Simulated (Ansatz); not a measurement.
Input and command of a calculation in Ansatz (plane waves; scalar-relativistic PAW potentials unless the input names others):

```yaml
crystal:
  lattice:
    - [4.2127992253, 0.0, 0.0]
    - [-2.1063996127, 3.6483911502, 0.0]
    - [0.0, 0.0, 12.9411165182]
  atoms:
    - { symbol: In, position: [0.0, 0.0, 0.75] }
    - { symbol: In, position: [0.0, 0.0, 0.25] }
    - { symbol: Ga, position: [0.6666666667, 0.3333333333, 0.4362858747] }
    - { symbol: Ga, position: [0.3333333333, 0.6666666667, 0.5637141253] }
    - { symbol: Ga, position: [0.3333333333, 0.6666666667, 0.9362858747] }
    - { symbol: Ga, position: [0.6666666667, 0.3333333333, 0.0637141253] }
    - { symbol: Au, position: [0.6666666667, 0.3333333333, 0.8616430827] }
    - { symbol: Au, position: [0.3333333333, 0.6666666667, 0.1383569173] }
    - { symbol: Au, position: [0.3333333333, 0.6666666667, 0.3616430827] }
    - { symbol: Au, position: [0.6666666667, 0.3333333333, 0.6383569173] }
basis:
  ecutwfc: 420
kpoints:
  mp_grid: { grid: [12, 11, 5] }
hamiltonian:
  xc: pbesol
scf:
  occupations: { method: gaussian, width: 0.1 }
  max_iter: 100
output:
  forces: true
  eigenvalues: true
  stress: true
```

```bash
ansatz run input.yaml --threads 1 --pin off --max-ram 2560MiB --backend cpu --events-out ev --progress --plain --runs-dir out
```

Abridged log:
```
Warning: crystal.symmetry: narrowed to the stabiliser of the k-point mesh — unitary ops 24 → 4; excluded 20 operations that carry a point of the 12×11×5 mesh (shift [0, 0, 0]) off the mesh (the run samples exactly the mesh kpoints.mp_grid names, as under crystal.symmetry.detect: false, and its converged state has the mesh's symmetry, not the crystal's; ε∞, the Born charges and the force constants of a linear response (`dielectric:` by the response, `phonons.method: dfpt`) are averaged over those of the crystal's operations that the state keeps within a tolerance, where `mesh_tensors`, `unavera ...
Pseudopotentials: kind: paw
Pseudopotential: In, paw, valence charge 13, recommended cutoff 420 eV (normal)
Pseudopotential: Ga, paw, valence charge 13, recommended cutoff 420 eV (normal)
Pseudopotential: Au, paw, valence charge 19, recommended cutoff 420 eV (normal)
Functional definition: PBEsol
Crystal: 10 atoms, lattice volume = 198.904 Å³
Basis set: ecut = 420 eV, 3853 PW (Γ), exchange–correlation on 60×60×180 points (8 copies of the dense FFT grid, shifted against one another)
Bands: 93, of which v1, the nominal top of the filled ones, is band 77 counted from 1 (76 counted from 0)
Symmetry: 4 space group operations
k-points: 201 of 660
Initial density: superposition of atomic densities (neutral atoms: chi_scale 0, normalization atom), corrected by the library's trained network
Initial wavefunctions: pseudopotential atomic-orbital guess
Functional: x = pbesol(κ = 0.804, μ = 0.12345679), c = pbesol(β = 0.046)
SCF iter   1: F=—  HF=-78054.603721 eV  |F-HF|=—  |Δ(HF+E_count)|=         —  Δρ=3.94e-3  dr2=3.47e-2  ethr=1.77e-3  ⟨swp⟩=5.6  Hψ=61655  notcnv=0  defer=526
SCF iter   2: F=—  HF=-78054.606424 eV  |F-HF|=—  |Δ(HF+E_count)|=   2.70e-3  Δρ=3.43e-3  dr2=2.20e-2  ethr=2.25e-5  ⟨swp⟩=2.1  Hψ=34956  notcnv=0  defer=950
SCF iter   3: F=—  HF=-78054.597178 eV  |F-HF|=—  |Δ(HF+E_count)|=   9.25e-3  Δρ=5.10e-4  dr2=5.77e-4  ethr=1.43e-5  ⟨swp⟩=2.0  Hψ=29098  notcnv=0  defer=950
SCF iter   4: F=—  HF=-78054.596995 eV  |F-HF|=—  |Δ(HF+E_count)|=   1.83e-4  Δρ=2.00e-4  dr2=6.32e-5  ethr=3.74e-7  ⟨swp⟩=2.0  Hψ=29323  notcnv=0  defer=950
SCF iter   5: F=—  HF=-78054.596601 eV  |F-HF|=—  |Δ(HF+E_count)|=   3.94e-4  Δρ=4.14e-5  dr2=3.54e-6  ethr=4.11e-8  ⟨swp⟩=2.0  Hψ=29213  notcnv=0  defer=950
SCF iter   6: F=—  HF=-78054.596603 eV  |F-HF|=—  |Δ(HF+E_count)|=   1.91e-6  Δρ=1.31e-5  dr2=3.75e-7  ethr=2.30e-9  ⟨swp⟩=2.0  Hψ=27188  notcnv=0  defer=950
SCF iter   7: F=-78054.596603 eV  HF=-78054.596603 eV  |F-HF|=1.27e-8  |Δ(HF+E_count)|=   9.16e-8  Δρ=2.87e-6  dr2=2.81e-8  ethr=6.49e-11  ⟨swp⟩=9.6  Hψ=89190  notcnv=0
SCF 1 converged in 7 iterations: F = -78054.596603 eV  dr2 = 2.81e-8
SCF converged after 7 iterations
Free energy (F): -78054.596603 eV
Harris-Foulkes:  -78054.596603 eV  (|F-HF|=1.27e-8)
Internal energy: -78054.577787 eV  (E = F + TS)
E sigma→0 (E₀):  -78054.587195 eV
Entropy (-TS):   -0.018816 eV (-1.882 meV/atom)
Fermi energy:    13.196912 eV
--- Forces (eV/Å), atoms counted from 1 ---
  atom   1  In     0.00091682     0.00003336     0.00000000
  atom   2  In    -0.00091682    -0.00003336     0.00000000
  atom   3  Ga     0.00295433    -0.00032322    -0.00233968
  atom   4  Ga    -0.00295433     0.00032322     0.00233968
  atom   5  Ga    -0.00295433     0.00032322    -0.00233968
  atom   6  Ga     0.00295433    -0.00032322     0.00233968
  atom   7  Au     0.00183342     0.00083153     0.01635048
  atom   8  Au    -0.00183342    -0.00083153    -0.01635048
  atom   9  Au    -0.00183342    -0.00083153     0.01635048
  atom  10  Au     0.00183342     0.00083153    -0.01635048
--- Stress (GPa, compression-positive) ---
        0.034237       0.014895       0.000000
        0.014895       0.025685       0.000000
        0.000000       0.000000       0.076877
  P = ⅓ Tr σ = 0.0456 GPa (0.456 kbar)
```

One setting here is unusual or wrong in general: a mesh that breaks the symmetry (kpoints.mp_grid.grid: [12, 12, 4] → [12, 11, 5]). For this cell it did little harm to the result: the run converged in 7 SCF iterations with an energy at zero smearing 0.78 meV/atom below the reference's, pressure 0.05 GPa, largest force 0.016 eV/Å, no gap on the mesh. The program drops the symmetry operations that the mesh breaks, which leaves more k-points to solve, 201 here. A reference run on usual settings, whose relaxation ended at this geometry, converged, and the end of its own relaxation has pressure 0.01 GPa, largest force 0.001 eV/Å, no gap on the mesh.

The run took 4.9 min on 1 thread of Intel(R) Xeon(R) Processor @ 2.50GHz (Skylake/Cascade Lake), with other jobs on the host, peak memory 2.2 GiB.